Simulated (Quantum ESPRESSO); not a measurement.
TaZr2AlO8, convergence and cost over cutoff and k mesh

A calculation, not a measurement. The program is pw.x of Quantum ESPRESSO 7.5 (plane-wave density functional theory). The cell is made up: 12 atoms on a fluorite lattice, with randomly drawn elements, strain and displacements, not relaxed. PseudoDojo standard norm-conserving files (v0.5 for PBE, v0.4.1 for LDA and PBEsol) set the functional; there is no spin polarisation, spin-orbit coupling or dispersion term, and the masses in the input are unused placeholders.

Input of the run in row 2:

```
&control calculation='scf', pseudo_dir='./dojo.nc.sr.pbe.v0_5.standard.upf', outdir='./o', disk_io='medium', tprnfor=.true., tstress=.true. /
&system ibrav=0, nat=12, ntyp=4, nbnd=50, ecutwfc=84.00895049, nosym=.true., tot_charge=0,
 occupations='smearing', smearing='fd', degauss=0.0018374661
/
&electrons conv_thr=7.350e-09, electron_maxstep=60, /
ATOMIC_SPECIES
Al 1.0 Al.upf
O 1.0 O.upf
Ta 1.0 Ta.upf
Zr 1.0 Zr.upf
CELL_PARAMETERS angstrom
5.2316 -0.0325 -0.0527
-0.0325 5.1853 -0.0126
-0.0527 -0.0126 5.2748
ATOMIC_POSITIONS angstrom
Ta -0.0742 -0.0327 -0.1717
Zr 0.0204 2.5021 2.5549
Al 2.493 -0.1676 2.589
Zr 2.6896 2.4661 -0.0031
O 1.3839 1.2643 1.2614
O 1.0754 1.3378 3.9879
O 1.3516 3.8372 1.0783
O 1.3556 3.9542 4.0595
O 3.9642 1.1278 1.2684
O 4.0591 1.252 3.9666
O 3.8219 3.9046 1.248
O 3.8428 3.7816 3.776
K_POINTS automatic
4 4 4 1 1 1
```

The same cell was run at these settings. Meshes are shifted by half a step, and differences are from the last row, which is itself not exact.

```
cutoff (eV)     k mesh  k points solved  threshold (eV)  free energy less the last row's (eV)  pressure (GPa)  largest stress difference (GPa)  largest force difference (eV/Å)  iterations  wall time (s)  k-point pools              processor
        800  2 x 2 x 2                4           1e-04                                 0.909          -31.17                             9.65                            0.111          13             64              1  AMD EPYC, Zen 5 class
       1143  4 x 4 x 4               32           1e-07                                 0.001          -21.65                             0.04                            0.003          18            716              1  AMD EPYC, Zen 5 class
       1467  6 x 6 x 6              108           1e-07                                 0.000          -21.61                             0.00                            0.000          18            496              4  AMD EPYC, Zen 5 class
```

Each pool is one process. Wall times include start-up and a band step at six k points, which weighs most on the coarsest meshes. The runs were on shared virtual cores whose load varied, so times are rough.